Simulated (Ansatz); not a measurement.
## EuZn₃ in the AuCu3-type structure

Computed with Ansatz (plane waves, PAW, 420 eV cutoff): PBE+U (U_eff = 6 eV on Eu 4f), scalar-relativistic, collinear spin, Γ-centred 6×6×6 mesh, 0.05 eV Gaussian smearing; PAW files: Ansatz's generated set soft_2.

```
Eu Zn
1.0
     4.47331    0.00000    0.00000
     0.00000    4.47331    0.00000
     0.00000    0.00000    4.47331
Eu Zn
1 3
Direct
  0.00000 0.00000 0.00000
  0.00000 0.50000 0.50000
  0.50000 0.50000 0.00000
  0.50000 0.00000 0.50000
```

The start was a prototype's sites filled with these elements, not a measured cell.

Magnetic state: ferromagnetic, site spin moments Eu 6.95; Zn 0.06 μB.

Cell and atoms are those of this level's equilibrium.

The cell has space group Pm-3m (read at 0.01 Å). In it the stress is -0.04, -0.04, -0.04, 0.00, 0.00, 0.00 GPa and the largest force component 0.000 eV/Å. Each change below starts from this cell, without further relaxation. Stress is in GPa, positive in compression, in the order xx, yy, zz, yz, xz, xy; energies are counted from the cell above and are free energies with the smearing's entropy, which match forces and stress in a metal.

Q: What happens when atom 4 (Zn) is moved by 0.12 Å along z?

A: The energy changes by 16.7 meV per cell, and the force on it along the shift is -0.280 eV/Å (−F/u = 2.33 eV/Å²). Stress: 0.12, 0.00, 0.04, 0.00, 0.00, 0.00. Spin moments: Eu 6.93; Zn 0.06, 0.05 μB.
```tsv
atom	Fx (eV/Å)	Fy	Fz
Eu1	0.000	0.000	0.290
Zn2	0.000	0.000	0.002
Zn3	0.000	0.000	-0.012
Zn4	0.000	0.000	-0.280
```
In a harmonic crystal the energy would rise by −½F·u = ½ × 2.33 × 0.12² eV = 16.8 meV, which matches.

Q: What stress follows from an engineering strain of -2 % in yz, atoms carried along?

A: -0.04, 0.01, 0.01, 0.56, 0.00, 0.00 GPa; the energy changes by 3.2 meV per cell.
The change of the stress over the strain gives a clamped-atom stiffness of about 28 GPa for this component.
In a harmonic crystal the energy would rise by V(½Cε² − σ₀ε), with σ₀ the stress of the unstrained cell, = 3.1 meV, which matches.

Q: All atoms and the cell are disturbed at random:
```
CELL_PARAMETERS angstrom
4.45043 0.02681 -0.01832
0.02681 4.45943 0.00488
-0.01832 0.00488 4.51466
ATOMIC_POSITIONS crystal
Eu 0.99524 0.99840 0.99808
Zn 0.00328 0.48889 0.50786
Zn 0.49510 0.51406 0.99078
Zn 0.50638 0.99864 0.50327
```
Give the energy change, the stress and the forces.

A: 16.7 meV per cell; stress 0.25, 0.15, -0.32, -0.11, 0.26, -0.37 GPa. Spin moments: Eu 6.93; Zn 0.05, 0.06 μB.
| atom | Fx (eV/Å) | Fy | Fz |
| --- | --- | --- | --- |
| Eu1 | 0.111 | 0.076 | 0.165 |
| Zn2 | -0.004 | 0.097 | -0.098 |
| Zn3 | 0.011 | -0.169 | -0.011 |
| Zn4 | -0.118 | -0.005 | -0.056 |

Scalar-relativistic only: spin–orbit splittings of the heavy atoms' levels are missing. The run wasn't fully tested for a lower electronic state. Site moments are of spin, integrated over atomic spheres. A U of this size is made for insulators; in a metal, as here, it tends to take f weight out of the bonding and to swell the cell. The moments were started parallel, and the real magnetic order may be another.
